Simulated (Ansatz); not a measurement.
A geometry of ZnAg away from equilibrium: step 2 of the relaxation of a relaxed ZnAg cell, doubled along one cell vector, shaken by Gaussian noise of σ = 0.08 Å a coordinate. Level of theory: PBE (plane waves to 420 eV, PAW, scalar-relativistic; Ansatz, an electronic-structure program). Γ-centred k-mesh 6×7×7 on the run's cell (coarser than for final values), Fermi–Dirac smearing 0.05 eV.

```xyz
8
Lattice="5.8895 0.0099 0.0013 0.0078 4.6119 -0.0022 0.0010 -0.0022 4.7725" Properties=species:S:1:pos:R:3:forces:R:3 pbc="T T T" free_energy=-43638.622 pressure_GPa=1.1
Zn     0.0112     0.0027     0.3498    0.0453    0.0608    0.0154
Zn     2.9794     0.0381     0.3966   -0.0397    0.0036   -0.1955
Zn     1.4901     2.3580     4.3117    0.0402   -0.0189    0.0466
Zn     4.4543     2.2576     4.3644   -0.0143    0.2364   -0.0811
Ag     0.0565     2.3618     1.9026   -0.2109   -0.0978    0.0316
Ag     2.9535     2.3720     1.8715    0.1682   -0.0928    0.1632
Ag     1.4989     0.0638     2.7727    0.0073   -0.0271    0.1058
Ag     4.4360     0.0416     2.8187    0.0040   -0.0641   -0.0861
```

Positions in Å, forces in eV/Å, free energy of the cell in eV (comparable only within this code, potentials and settings). Largest force: 0.25 eV/Å, on Zn4, Ag6 (atoms numbered as listed); the geometry lies 0.01 eV/atom above the end of its relaxation.

No spin polarisation in the result.

The end of the path is a generated cell of ZnAg: the first start was made by placing the elements on the sites of a structure type, and the end was not matched to a known phase here, so it may be hypothetical.
